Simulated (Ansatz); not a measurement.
Ru$_{2}$C in space group P-3m1 (No. 164; C on 1a, Ru on 2d) at seven volumes, DFT-PBEsol in the program Ansatz with PAW potentials, shape and atoms relaxed at each. One row is withheld.

```json
[
 {"V (Å³/atom)": "10.008", "P (GPa)": "?"},
 {"V (Å³/atom)": "10.338", "P (GPa)": "22.03"},
 {"V (Å³/atom)": "10.668", "P (GPa)": "9.95"},
 {"V (Å³/atom)": "10.997", "P (GPa)": "-0.01"},
 {"V (Å³/atom)": "11.327", "P (GPa)": "-8.23"},
 {"V (Å³/atom)": "11.657", "P (GPa)": "-14.80"},
 {"V (Å³/atom)": "11.987", "P (GPa)": "-19.94"}
]
```

**Question.** Fit the shown pressures and predict the withheld one.

**Answer.** Third-order Birch–Murnaghan: P = (3/2)B₀(x^(7/2) − x^(5/2))[1 + (3/4)(B′ − 4)(x − 1)] with x = (V₀/V)^(2/3). Least squares on the six rows gives V₀ = 10.995 Å³/atom, B₀ = 299.1 GPa, B′ = 5.90. At V = 10.008, x = 1.0647 and P = 37.09 GPa. The run itself gave 36.55 GPa.

A made-up cell: these elements were put on the sites of a structure type; neither database checked (COD, Materials Project) lists it. Its standing as an ambient phase is unchecked. Symmetry was held in the PBEsol relaxation; whether a distortion lowers the energy is not shown. No spin polarisation was allowed.

Potentials: the earlier of the program's two PAW sets. The files were generated under PBE; for other functionals the program regenerates the frozen cores, and for LDA and PBEsol the local potential too.
